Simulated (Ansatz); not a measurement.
Na₃Ti, all-electron reference calculation

This is Na₃Ti placed on the sites of the Cu3Au structure (a generated, not necessarily known, phase), then sheared and rattled, one atom being moved towards a neighbour.

Level of theory: PBE (all-electron LAPW, scalar relativity, no spin–orbit coupling, point nucleus; Ansatz). Coarse mesh: 2×2×2 (half-step shift), σ = 0.15 eV (Fermi–Dirac). For a metal, stress, forces and moments on so few k-points can be far from the converged ones. No spin polarisation. The cell's electron count is odd, so a run with spin could end lower. Atoms are numbered as listed.

Lattice vectors (Å):
```
 4.9401 -0.0393 -0.0462
-0.0393  4.7826 -0.0303
-0.0462 -0.0303  5.0050
```

| atom | x | y | z (fractional) |
| --- | --- | --- | --- |
| Ti1 | 0.7577 | 0.8440 | 0.7719 |
| Na2 | 0.6761 | 0.3877 | 0.3419 |
| Na3 | 0.2268 | 0.8554 | 0.3398 |
| Na4 | 0.2872 | 0.3647 | 0.8834 |

```
atom  Fx (eV/Å)  Fy (eV/Å)  Fz (eV/Å)
 Ti1     -0.011      0.326      0.654
 Na2      0.494     -0.330     -0.156
 Na3     -0.069      0.123     -0.120
 Na4     -0.415     -0.119     -0.378
```

Stress (GPa; xx, yy, zz, yz, xz, xy; compression positive): 0.60, -0.29, 1.43, 0.47, 0.23, 0.22.

- Pressure: 0.58 GPa
- Largest force: 0.731 eV/Å

## Single point on NaTi2

This is artificial NaTi2 in a rock-salt lattice with a pair of atoms on one site, strained and with atoms displaced.

Method as above, mesh 2×2×2 with shift 0.5, 0.5, 0.5. Spin-restricted. The cell's electron count is odd, so a run with spin could end lower.

```
CELL_PARAMETERS angstrom
-3.30633 -0.03196 3.52862
-0.08514 3.30272 3.41152
-3.17701 3.29049 0.09736
ATOMIC_POSITIONS crystal
Na 0.57471 0.74310 0.77292
Ti 0.92561 0.10245 0.19490
Ti 0.23307 0.33126 0.45907
```

Question: What forces and pressure does this calculation give?

Answer: 
Forces (eV/Å): Na1 (-1.058, -0.274, -1.235); Ti2 (-0.271, -0.094, 0.600); Ti3 (1.329, 0.368, 0.635).

Stress (GPa; xx, yy, zz, yz, xz, xy; compression positive): 8.61, 2.98, 7.39, -4.99, 6.92, 8.12.

- Pressure: 6.33 GPa
- Largest force: 1.649 eV/Å

**Single point on Na₂Ti**

System: model Na₂Ti in the fluorite structure, strained and with atoms displaced.

Method as above, mesh 2×2×2 with shift 0.5, 0.5, 0.5. Spin-restricted. Thinly bonded d atoms may carry moments, which this run forbids.

Lattice in Å, fractional positions:
```yaml
crystal:
  lattice:
    - [-4.24546, 0.05312, 4.01947]
    - [-0.16906, 3.98191, 3.90353]
    - [-4.14858, 4.00096, 0.15000]
  atoms:
    - { symbol: Ti, position: [0.05446, 0.24748, 0.02995] }
    - { symbol: Na, position: [0.31010, 0.49282, 0.26737] }
    - { symbol: Na, position: [0.78068, 0.01619, 0.75568] }
```

```
atom  Fx (eV/Å)  Fy (eV/Å)  Fz (eV/Å)
 Ti1      0.158     -0.053      0.022
 Na2     -0.028     -0.017      0.000
 Na3     -0.130      0.070     -0.022
```

Stress tensor (GPa, compression positive):
```
-0.93 -0.09  0.08
-0.09 -1.08 -0.36
 0.08 -0.36 -1.08
```

```
Pressure      : -1.03 GPa
Largest force : 0.168 eV/Å
```
